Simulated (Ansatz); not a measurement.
## What a change of settings does: Si2W (MoSi2 type)

First run: DFT, r2SCAN, all-electron PAW with datasets made for the crystal, scalar-relativistic (Ansatz 0.2.0).

Command: `ansatz run input.yaml --threads 1 --pin off --max-ram 3072MiB --backend cpu --events-out ev --progress --plain --runs-dir out` It took 65 s on 1 thread of Intel(R) Xeon(R) 6975P-C (Granite Rapids) (shared host), peak memory 1.4 GiB.

```yaml
crystal:
  lattice:
    - [-1.5328158873, 1.5328158873, 3.7684392835]
    - [1.5328158873, -1.5328158873, 3.7684392835]
    - [1.5328158873, 1.5328158873, -3.7684392835]
  atoms:
    - { symbol: W, position: [0.0, 0.0, 0.0] }
    - { symbol: Si, position: [0.3328154422, 0.3328154422, 0.0] }
    - { symbol: Si, position: [-0.3328154422, -0.3328154422, 0.0] }
kpoints:
  mp_grid: { grid: [14, 14, 14] }
scf:
  occupations: { method: fermi_dirac, width: 0.1 }
hamiltonian:
  xc: r2scan
  pseudopotentials: { kind: all_electron, datasets: crystal }
output:
  forces: true
  stress: true
  eigenvalues: true
```

The cell comes from a relaxation on PAW files under the same functional, begun from a prototype that needn't be the stable phase.

This run: volume at 0.88 of the series' base cell.

It converges in 11 SCF iterations at a pressure of 38.8 GPa, largest force 0.008 eV/Å.

The input is then changed:

```diff
 scf:
-  occupations: { method: fermi_dirac, width: 0.1 }
+  occupations: { method: tetrahedron_uncorrected }
 hamiltonian:
```

**Question.** Predict the outcome of the changed run.

**Answer.** It converges in 11 SCF iterations, largest force 0.032 eV/Å, free energy +3.6 meV/atom against the first run's.
